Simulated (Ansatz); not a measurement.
A geometry of Pb away from equilibrium: step 2 of the relaxation of a generated cell, Pb built in the A7 structure type. The numbers are results of r2SCAN (plane waves to 500 eV, PAW, scalar-relativistic; Ansatz, a quantum-chemistry and plane-wave program), not measurements. Γ-centred k-mesh 9×9×9 on the run's cell (coarser than for final values), Fermi–Dirac smearing 0.05 eV. The plane waves were selected for a different cell earlier on the path.

```
Pb
1.0
    2.21789     1.28050     4.02771
   -2.21789     1.28050     4.02771
    0.00000    -2.56100     4.02771
Pb
2
Direct
  0.24229   0.24229   0.24229
  0.75771   0.75771   0.75771
```

Give the Cartesian forces on all atoms (eV/Å).


| atom | Fx | Fy | Fz |
|---|---|---|---|
| Pb1 | 0.00 | 0.00 | 0.49 |
| Pb2 | 0.00 | 0.00 | -0.49 |

The path ends in R-3m (No. 166). No spin polarisation in the result.

The run could not lose the symmetry of its start: the end is stationary, and may be a saddle point rather than a minimum.

The end of the path is a generated cell of Pb: the first start was made by placing the elements on the sites of a structure type, and the end was not matched to a known phase here, so it may be hypothetical. Known forms of Pb include space group No. 225.
